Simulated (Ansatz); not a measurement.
An Ansatz (a program for electronic structure) run. Input:

Ansatz 0.2 input:
```yaml
crystal:
  lattice:
    - [3.1187427957, 0.0, 0.0]
    - [-1.5593713978, 2.7009104889, 0.0]
    - [0.0, 0.0, 13.4731686633]
  atoms:
    - { symbol: Nb, position: [0.6666666667, 0.3333333333, 0.9103263323] }
    - { symbol: Nb, position: [0.3333333333, 0.6666666667, 0.0896736677] }
    - { symbol: Nb, position: [0.3333333333, 0.6666666667, 0.4103263323] }
    - { symbol: Nb, position: [0.6666666667, 0.3333333333, 0.5896736677] }
    - { symbol: Ga, position: [0.6666666667, 0.3333333333, 0.25] }
    - { symbol: Ga, position: [0.3333333333, 0.6666666667, 0.75] }
    - { symbol: C, position: [0.0, 0.0, 0.0] }
    - { symbol: C, position: [0.0, 0.0, 0.5] }
kpoints:
  mp_grid: { grid: [11, 11, 3] }
  band_path:
    path:
      - [[0.0, 0.0, 0.0], [0.5, 0.0, 0.0], [0.3333333333, 0.3333333333, 0.0], [0.0, 0.0, 0.0], [0.0, 0.0, 0.5], [0.5, 0.0, 0.5], [0.3333333333, 0.3333333333, 0.5], [0.0, 0.0, 0.5]]  # Γ-M-K-Γ-A-L-H-A
      - [[0.5, 0.0, 0.5], [0.5, 0.0, 0.0]]  # L-M
      - [[0.3333333333, 0.3333333333, 0.5], [0.3333333333, 0.3333333333, 0.0]]  # H-K
    npoints: 8
basis: { xc_grid: 2 }
hamiltonian:
  xc: pbesol
  pseudopotentials: { kind: paw }
magnetization: { noncollinear: true, spin_orbit: true }
scf:
  n_extra_bands: 16
  convergence: { dr2_threshold: 0.0000000001 }
  occupations: { method: gaussian, width: 0.05 }
output: { eigenvalues: true }
```

Output (shortened):

```
Pseudopotentials: kind: paw_fr
Pseudopotential: Nb, paw_fr, valence charge 13
Pseudopotential: Ga, paw_fr, valence charge 13
Pseudopotential: C, paw_fr, valence charge 4
Functional definition: PBEsol
non-collinear run that drives no moment, with spin-orbit …
Crystal: 8 atoms, lattice volume = 113.490 Å³
Basis set: ecut = 420 eV, 2193 PW (Γ), exchange–correlation on 48×48×192 points (8 copies of the dense FFT grid, shifted against one another)
Bands: 102, of which v1, the nominal top of the filled ones, is band 86 counted from 1 (85 counted from 0)
Symmetry: 24 space group operations + 24 with time reversal
k-points: 32 of 363
Projection manifold: j_resolved (fully-relativistic pseudo-atomic orbitals)
PAW frozen core: Nb, regenerated for the run's functional, and the local potential with it
PAW frozen core: Ga, regenerated for the run's functional, and the local potential with it
PAW frozen core: C, regenerated for the run's functional, and the local potential with it
Initial density: superposition of atomic densities (chi_scale 0.1, normalization cell, long waves kept (reshape's long-wave potential 0.14 eV rms))
Initial wavefunctions: pseudopotential atomic-orbital guess
Eigensolver: davidson
Functional: x = pbesol(κ = 0.804, μ = 0.12345679012345678), c = pbesol(β = 0.046)
SCF iter   1: F=—  HF=-25975.447847 eV  |F-HF|=—  |Δ(HF+E_count)|=         —  Δρ=1.05e-1  dr2=1.80e1  dr2_m=0.00e0 (ungated)  ethr=3.10e-3  |M|=0.00e0 ∫|m|=0.00e0 μB  |m|>n=0.0e0 m-floor=0.0e0 τ_xc=0.0e0  β_m=0.30  ⟨swp⟩=5.4  Hψ=7832  notcnv=0  defer=24
all-band conjugate gradients solve this SCF's bands
preconditioner: auto → Kerker (q_TF=auto, 2.605 Å⁻¹)
spin=Noncollinear: Kerker preconditioning applied to the charge; magnetization (m_x, m_y, m_z) channels mix plain (no charge-response kernel on spin).
SCF iter   2: F=—  HF=-25972.292684 eV  |F-HF|=—  |Δ(HF+E_count)|=    3.16e0  Δρ=6.30e-2  dr2=6.26e0  dr2_m=0.00e0 (ungated)  ethr=3.10e-3  |M|=0.00e0 ∫|m|=0.00e0 μB  |m|>n=0.0e0 m-floor=0.0e0 τ_xc=0.0e0  β_m=0.50  ⟨swp⟩=2.0  Hψ=2555  notcnv=0  defer=268
preconditioner: auto → Resta (q_TF=auto, 2.605 Å⁻¹)
spin=Noncollinear: Resta preconditioning applied to the charge; magnetization (m_x, m_y, m_z) channels mix plain (no charge-response kernel on spin).
SCF iter   3: F=—  HF=-25970.590719 eV  |F-HF|=—  |Δ(HF+E_count)|=    1.70e0  Δρ=1.68e-2  dr2=2.15e-1  dr2_m=0.00e0 (ungated)  ethr=3.10e-3  |M|=0.00e0 ∫|m|=0.00e0 μB  |m|>n=0.0e0 m-floor=0.0e0 τ_xc=0.0e0  β_m=0.69  ⟨swp⟩=2.9  Hψ=2807  notcnv=0  defer=274
SCF iter   4: F=—  HF=-25970.571932 eV  |F-HF|=—  |Δ(HF+E_count)|=   1.88e-2  Δρ=6.47e-3  dr2=2.37e-2  dr2_m=0.00e0 (ungated)  ethr=2.49e-4  |M|=0.00e0 ∫|m|=0.00e0 μB  |m|>n=0.0e0 m-floor=0.0e0 τ_xc=0.0e0  β_m=0.59  ⟨swp⟩=2.2  Hψ=2850  notcnv=0  defer=286
SCF iter   5: F=—  HF=-25970.552502 eV  |F-HF|=—  |Δ(HF+E_count)|=   1.94e-2  Δρ=1.48e-3  dr2=1.50e-3  dr2_m=0.00e0 (ungated)  ethr=2.76e-5  |M|=0.00e0 ∫|m|=0.00e0 μB  |m|>n=0.0e0 m-floor=0.0e0 τ_xc=0.0e0  β_m=0.68  ⟨swp⟩=2.0  Hψ=2464  notcnv=0  defer=286
SCF iter   6: F=—  HF=-25970.552602 eV  |F-HF|=—  |Δ(HF+E_count)|=   9.99e-5  Δρ=3.93e-4  dr2=9.77e-5  dr2_m=0.00e0 (ungated)  ethr=1.74e-6  |M|=0.00e0 ∫|m|=0.00e0 μB  |m|>n=0.0e0 m-floor=0.0e0 τ_xc=0.0e0  β_m=0.84  ⟨swp⟩=2.0  Hψ=2254  notcnv=0  defer=286
SCF iter   7: F=—  HF=-25970.552599 eV  |F-HF|=—  |Δ(HF+E_count)|=   2.81e-6  Δρ=6.60e-5  dr2=3.41e-6  dr2_m=0.00e0 (ungated)  ethr=1.14e-7  |M|=0.00e0 ∫|m|=0.00e0 μB  |m|>n=0.0e0 m-floor=0.0e0 τ_xc=0.0e0  β_m=0.89  ⟨swp⟩=2.8  Hψ=2953  notcnv=0  defer=286
SCF iter   8: F=—  HF=-25970.552572 eV  |F-HF|=—  |Δ(HF+E_count)|=   2.72e-5  Δρ=1.86e-5  dr2=3.41e-7  dr2_m=0.00e0 (ungated)  ethr=3.97e-9  |M|=0.00e0 ∫|m|=0.00e0 μB  |m|>n=0.0e0 m-floor=0.0e0 τ_xc=0.0e0  β_m=0.94  ⟨swp⟩=2.0  Hψ=2357  notcnv=0  defer=286
SCF iter  11: F=-25970.552572 eV  HF=-25970.552572 eV  |F-HF|=1.46e-11  |Δ(HF+E_count)|=  1.27e-10  Δρ=1.76e-7  dr2=3.58e-11  dr2_m=0.00e0 (ungated)  ethr=1.00e-12  |M|=0.00e0 ∫|m|=0.00e0 μB  |m|>n=0.0e0 m-floor=0.0e0 τ_xc=0.0e0  ⟨swp⟩=9.4  Hψ=4759  notcnv=0
SCF 1 converged in 11 iterations: F = -25970.552572 eV  dr2 = 3.58e-11
NSCF: frozen V_eff on 75 k-points
SCF converged after 11 iterations
Magnetization: |M| = 0.0000 μB,  M = (+0.0000, +0.0000, +0.0000) μB
Absolute magnetization: 0.0000 μB (∫|m|)
  site 0: m = (+0.0000, +0.0000, +0.0000) μB, |m| = 0.0000 μB  (R = 0.89 Å)
  site 1: m = (+0.0000, +0.0000, +0.0000) μB, |m| = 0.0000 μB  (R = 0.89 Å)
  site 2: m = (+0.0000, +0.0000, +0.0000) μB, |m| = 0.0000 μB  (R = 0.89 Å)
  site 3: m = (+0.0000, +0.0000, +0.0000) μB, |m| = 0.0000 μB  (R = 0.89 Å)
  site 4: m = (+0.0000, +0.0000, +0.0000) μB, |m| = 0.0000 μB  (R = 1.16 Å)
  site 5: m = (+0.0000, +0.0000, +0.0000) μB, |m| = 0.0000 μB  (R = 1.16 Å)
  site 6: m = (+0.0000, +0.0000, +0.0000) μB, |m| = 0.0000 μB  (R = 0.89 Å)
  site 7: m = (+0.0000, +0.0000, +0.0000) μB, |m| = 0.0000 μB  (R = 0.89 Å)
Free energy (F): -25970.552572 eV
Harris-Foulkes:  -25970.552572 eV  (|F-HF|=1.46e-11)
Internal energy: -25970.548484 eV  (E = F + TS)
E sigma→0 (E₀):  -25970.550528 eV
Entropy (-TS):   -0.004088 eV (-0.511 meV/atom)
Fermi energy:    16.250489 eV
--- Per-component energies (eV) ---
  E_band       = -234.287502
  E_kinetic    = 1993.746958
  E_local      = -6283.731649  (includes V_loc(G=0)·N_el)
  E_nonlocal   = 1382.018395
  E_hartree    = 2513.402663
  E_xc         = -936.372959
  E_vxc        = -1092.682264  (∫ρ·V_xc dr)
  E_paw        = -16157.779051  (= ΣΔE_a)
  E_vpaw       = -1260.443896  (= ΣTr[D̂ρ^β])
  E_aug_tail   = -0.000276  (compensation charges beyond the density's cutoff)
  E_ewald      = -8484.364979
  E_core_change = 2.532414  (= ΣΔE_core)
  E_smearing   = -0.004088  (= −TS)
  E_closure    = 0.000000  (closes the sum)
  Σ components = -25970.552572   (vs F -25970.552572, Δ=0.00e0)
  [band-id]    e_kinetic+e_local+e_nonlocal+2·e_hartree+e_vxc+e_vpaw+e_augmentation_tail = -234.287405   (vs E_band -234.287502, Δ=9.72e-5)
--- Band table (eV; the first three rows and the last of 32) ---
  k-point 0: bands = ["-38.8065", "-38.8065", "-38.8062", "-38.8062", "-38.7081", "-38.7081", "-38.7078", "-38.7078", "-16.3529", "-16.3529", "-16.3481", "-16.3481", "-16.0661", "-16.0661", "-16.0624", "-16.0624", "-14.4010", "-14.4010", "-14.3943", "-14.3943", "-13.9692", "-13.9692", "-13.9596", "-13.9596", "-13.9334", "-13.9334", "-13.9331", "-13.9331", "-13.8571", "-13.8571", "-13.8568", "-13.8568", "1.4667", "1.4667", "1.4668", "1.4668", "1.5256", "1.5256", "1.5261", "1.5261", "1.9055", "1.9055", "1.9056", "1.9056", "1.9729", "1.9729", "1.9739", "1.9739", "2.0033", "2.0033", "2.0036", "2.0036", "4.1822", "4.1822", "4.3523", "4.3523", "7.1140", "7.1140", "7.7391", "7.7391", "9.5784", "9.5784", "10.2913", "10.2913", "12.0987", "12.0987", "12.1222", "12.1222", "12.1286", "12.1286", "12.1519", "12.1519", "13.6418", "13.6418", "14.5120", "14.5120", "14.9436", "14.9436", "15.4751", "15.4751", "15.6722", "15.6722", "15.7130", "15.7130", "15.7761", "15.7761", "15.8125", "15.8125", "17.1018", "17.1018", "17.1505", "17.1505", "17.3032", "17.3032", "17.3456", "17.3456", "18.3018", "18.3018", "18.3118", "18.3118", "18.3700", "18.3700"]
  k-point 1: bands = ["-38.8065", "-38.8065", "-38.8063", "-38.8063", "-38.7080", "-38.7080", "-38.7079", "-38.7079", "-16.3518", "-16.3518", "-16.3494", "-16.3494", "-16.0652", "-16.0652", "-16.0633", "-16.0633", "-14.3993", "-14.3993", "-14.3960", "-14.3960", "-13.9668", "-13.9668", "-13.9620", "-13.9620", "-13.9333", "-13.9333", "-13.9332", "-13.9332", "-13.8570", "-13.8570", "-13.8569", "-13.8569", "1.4668", "1.4668", "1.4668", "1.4668", "1.5257", "1.5257", "1.5260", "1.5260", "1.9055", "1.9055", "1.9056", "1.9056", "1.9731", "1.9731", "1.9736", "1.9736", "2.0034", "2.0034", "2.0035", "2.0035", "4.2215", "4.2215", "4.3063", "4.3063", "7.2522", "7.2522", "7.5585", "7.5585", "9.7770", "9.7770", "10.1265", "10.1265", "12.1060", "12.1060", "12.1210", "12.1210", "12.1295", "12.1295", "12.1443", "12.1443", "13.8125", "13.8125", "14.2066", "14.2066", "15.1709", "15.1709", "15.3966", "15.3966", "15.6825", "15.6825", "15.7030", "15.7030", "15.7852", "15.7852", "15.8034", "15.8034", "17.1491", "17.1491", "17.1963", "17.1963", "17.2496", "17.2496", "17.2937", "17.2937", "18.3193", "18.3193", "18.3289", "18.3289", "18.3533", "18.3533"]
  k-point 2: bands = ["-38.7982", "-38.7982", "-38.7979", "-38.7979", "-38.7033", "-38.7033", "-38.7030", "-38.7030", "-16.3593", "-16.3593", "-16.3549", "-16.3549", "-16.0878", "-16.0878", "-16.0844", "-16.0844", "-14.4088", "-14.4088", "-14.4023", "-14.4023", "-14.0077", "-14.0077", "-14.0016", "-14.0016", "-13.9474", "-13.9474", "-13.9445", "-13.9445", "-13.8899", "-13.8899", "-13.8896", "-13.8896", "1.4694", "1.4694", "1.4696", "1.4696", "1.5273", "1.5273", "1.5275", "1.5275", "1.9098", "1.9098", "1.9098", "1.9098", "1.9753", "1.9753", "1.9758", "1.9758", "1.9990", "1.9990", "1.9999", "1.9999", "4.3045", "4.3045", "4.4544", "4.4544", "7.2778", "7.2778", "7.7922", "7.7922", "9.8086", "9.8086", "10.4588", "10.4588", "11.7430", "11.7430", "11.9816", "11.9816", "12.1659", "12.1659", "12.1918", "12.1918", "13.8898", "13.8898", "14.3491", "14.3491", "14.9667", "14.9667", "15.3584", "15.3584", "15.3922", "15.3922", "15.6568", "15.6568", "15.8977", "15.8977", "15.9417", "15.9417", "16.6500", "16.6500", "16.9783", "16.9783", "17.1840", "17.1840", "17.2364", "17.2364", "18.3280", "18.3280", "18.4433", "18.4433", "18.4707", "18.4707"]
  k-point 31: bands = ["-38.6694", "-38.6694", "-38.6693", "-38.6693", "-38.6592", "-38.6592", "-38.6591", "-38.6591", "-16.4498", "-16.4498", "-16.4486", "-16.4486", "-16.4213", "-16.4213", "-16.4209", "-16.4209", "-14.5355", "-14.5355", "-14.5341", "-14.5341", "-14.4278", "-14.4278", "-14.4274", "-14.4274", "-14.2527", "-14.2527", "-14.2486", "-14.2486", "-14.1331", "-14.1331", "-14.1304", "-14.1304", "1.4952", "1.4952", "1.5059", "1.5059", "1.5229", "1.5229", "1.5325", "1.5325", "1.9404", "1.9404", "1.9466", "1.9466", "1.9708", "1.9708", "1.9735", "1.9735", "2.0123", "2.0123", "2.0152", "2.0152", "5.2754", "5.2754", "5.2804", "5.2804", "10.7516", "10.7516", "10.7757", "10.7757", "10.9140", "10.9140", "11.0389", "11.0389", "11.7760", "11.7760", "12.0340", "12.0340", "12.2553", "12.2553", "12.2677", "12.2677", "13.2741", "13.2741", "13.5166", "13.5166", "13.9546", "13.9546", "13.9992", "13.9992", "14.6590", "14.6590", "14.8277", "14.8277", "15.2467", "15.2467", "15.8856", "15.8856", "16.8043", "16.8043", "17.0793", "17.0793", "18.1849", "18.1849", "18.2908", "18.2908", "18.6912", "18.6912", "18.7213", "18.7213", "18.9599", "18.9599"]
  band table: 102 of 102 bands, residual norms ≤ 1.0e-3 eV
```

Cost: about 2.6 core-minutes (a rough figure) on shared cores.

Space group P6_3/mmc. The first step of the workflow began from a Materials Project structure, measured or hypothetical; the Crystallography Open Database copy checked does not list it. Its standing as an ambient phase is unchecked. The PBEsol relaxation kept the symmetry of its start; of distortions, only those at the zone centre were tested. No spin polarisation was allowed.

Potentials: the later of the program's two PAW sets.

Ansatz is a plane-wave DFT program.
